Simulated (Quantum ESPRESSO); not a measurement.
Band energies of TiZnO$_{3}$

```
CELL_PARAMETERS angstrom
      2.56460     1.48067     4.69462
     -2.56460     1.48067     4.69462
      0.00000    -2.96135     4.69462
ATOMIC_POSITIONS crystal
  O  0.22354 0.56323 0.94950
  O  0.77646 0.43677 0.05050
  O  0.56323 0.94950 0.22354
  O  0.43677 0.05050 0.77646
  O  0.94950 0.22354 0.56323
  O  0.05050 0.77646 0.43677
  Ti 0.85440 0.85440 0.85440
  Ti 0.14560 0.14560 0.14560
  Zn 0.63933 0.63933 0.63933
  Zn 0.36067 0.36067 0.36067
```

norm-conserving PBEsol (Quantum ESPRESSO, 84 Ry, without SOC); path ΓLB1,BZΓX,QFP1Z,LP; energies in eV from the valence-band maximum.

| k (1/Å) | point | band 46 | band 47 | band 48 | band 49 | band 50 | band 51 | band 52 | band 53 |
|---|---|---|---|---|---|---|---|---|---|
| 0.00 | Γ | -0.44 | -0.44 | -0.43 | -0.14 | -0.14 | 3.40 | 3.84 | 3.84 |
| 0.25 |  | -0.88 | -0.57 | -0.35 | -0.28 | -0.05 | 3.32 | 3.64 | 3.84 |
| 0.49 |  | -0.87 | -0.68 | -0.39 | -0.30 | -0.12 | 3.22 | 3.39 | 3.72 |
| 0.74 | L | -0.56 | -0.52 | -0.44 | -0.34 | -0.21 | 3.14 | 3.33 | 3.60 |
| 0.93 |  | -0.68 | -0.51 | -0.47 | -0.34 | -0.17 | 3.16 | 3.29 | 3.66 |
| 1.31 | B1 | -0.93 | -0.65 | -0.57 | -0.55 | -0.23 | 3.27 | 3.39 | 3.56 |
| 1.31 | B | -0.93 | -0.65 | -0.57 | -0.55 | -0.23 | 3.27 | 3.39 | 3.56 |
| 1.53 |  | -0.98 | -0.81 | -0.59 | -0.43 | -0.21 | 3.33 | 3.60 | 3.70 |
| 1.75 |  | -1.19 | -0.62 | -0.55 | -0.28 | -0.20 | 3.40 | 3.73 | 3.78 |
| 1.97 | Z | -1.52 | -0.44 | -0.44 | -0.23 | -0.23 | 3.42 | 3.75 | 3.75 |
| 2.41 |  | -0.80 | -0.56 | -0.56 | -0.05 | -0.05 | 3.39 | 3.78 | 3.78 |
| 2.64 | Γ | -0.44 | -0.44 | -0.43 | -0.14 | -0.14 | 3.40 | 3.84 | 3.84 |
| 2.82 |  | -0.73 | -0.55 | -0.35 | -0.18 | -0.09 | 3.34 | 3.71 | 3.83 |
| 2.99 |  | -1.04 | -0.74 | -0.44 | -0.20 | -0.06 | 3.22 | 3.58 | 3.76 |
| 3.17 |  | -0.96 | -0.72 | -0.43 | -0.29 | -0.08 | 3.13 | 3.50 | 3.63 |
| 3.53 | X | -0.94 | -0.65 | -0.59 | -0.36 | -0.24 | 3.25 | 3.31 | 3.54 |
| 3.53 | Q | -0.94 | -0.65 | -0.59 | -0.36 | -0.24 | 3.25 | 3.31 | 3.54 |
| 3.86 | F | -1.03 | -0.99 | -0.56 | -0.39 | -0.14 | 3.13 | 3.49 | 3.72 |
| 3.86 | P1 | -1.13 | -0.82 | -0.71 | -0.49 | -0.08 | 3.20 | 3.52 | 3.70 |
| 4.00 |  | -1.10 | -0.80 | -0.65 | -0.47 | -0.14 | 3.31 | 3.59 | 3.80 |
| 4.29 |  | -1.33 | -0.52 | -0.51 | -0.26 | -0.20 | 3.42 | 3.74 | 3.78 |
| 4.43 | Z | -1.52 | -0.44 | -0.44 | -0.23 | -0.23 | 3.42 | 3.75 | 3.75 |
| 4.43 | L | -0.56 | -0.52 | -0.44 | -0.34 | -0.21 | 3.14 | 3.33 | 3.60 |
| 4.54 |  | -0.67 | -0.54 | -0.48 | -0.38 | -0.15 | 3.15 | 3.36 | 3.59 |
| 4.66 |  | -0.83 | -0.70 | -0.52 | -0.47 | -0.09 | 3.17 | 3.43 | 3.59 |
| 4.90 | P | -1.13 | -0.82 | -0.71 | -0.49 | -0.08 | 3.20 | 3.52 | 3.70 |

The PBEsol gap is 3.09 eV; at least one edge lies off the plotted path, at a point of the SCF mesh. The smallest direct gap is 3.15 eV. Another valence and conduction extremum on the path lies within 0.02 eV, too close to call.

Geometry of the Materials Project entry, not relaxed at this level.

The structure is a Materials Project entry; no match was found in the copy of COD used, and its stability was not checked.
